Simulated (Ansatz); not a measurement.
Space group P-3m1 (No. 164). a = 2.785 Å, b = 2.785 Å, c = 4.879 Å, α = 90.00°, β = 90.00°, γ = 120.00°
```csv
atom,site,symmetry,x,y,z
Ni,1b,-3m.,0.0000,0.0000,0.5000
O,2d,3m.,0.6667,0.3333,0.6912
```

Equation of state of this NiO2 structure (not necessarily the ground state), with shape and atoms relaxed at each volume where symmetry leaves them free. Level of theory: DFT PBEsol, scalar-relativistic, plane waves, PAW (Ansatz 0.2.0).

Settings: cutoff 420 eV, Γ-centred mesh 12×12×6 on the computed 3-atom cell, Gaussian smearing of 0.02 eV; no spin polarisation.

```
V (Å³/atom) E − E(largest V) (meV/atom) P (GPa) gap on mesh (eV)
     10.265                         0.92     0.58              0.95
     10.593                         0.17     0.25              1.00
     10.920                        -0.07     0.01              1.04
     11.248                        -0.07    -0.05              1.08
     11.576                         0.00    -0.08              1.12
```

Problem. Fit a third-order Birch–Murnaghan equation to E(V).

Solution. V0 = 11.05 Å³/atom, B0 = 3 GPa, B0' = 39.3. B0' is unusual or poorly fixed by this range.

The cell holds layers, and where no dispersion correction was added their binding is poorly described.